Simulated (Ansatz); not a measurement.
Here is the system:

Pt:
```
CELL_PARAMETERS angstrom
      0.00000     1.95896     1.95896
      1.95896     0.00000     1.95896
      1.95896     1.95896     0.00000
ATOMIC_POSITIONS crystal
  Pt 0.00000 0.00000 0.00000
```

This is the PBEsol-relaxed structure.

All from plane-wave PAW PBEsol (Ansatz code), unless another level is named. Estimate the Hill bulk and shear moduli.

288 and 72.5 GPa.

Give the elastic constants (relaxed ions, GPa).

C11 = 360, C12 = 252, C44 = 88.0.

Space group Fm-3m (fcc (Cu type)). Symmetry was held in the PBEsol relaxation. The run is not spin-polarised. As this level gives no gap, shear constants depend on the k-mesh and smearing (Fermi–Dirac, 0.1 eV here). On the denser mesh and wider smearing of the elastic run this cell carries a stress of 0.4 GPa. Scalar-relativistic: spin–orbit coupling is off unless named, which matters more the heavier the elements.

Potentials: the earlier of the program's two PAW sets. The files were generated under PBE; for other functionals the program regenerates the frozen cores, and for LDA and PBEsol the local potential too.
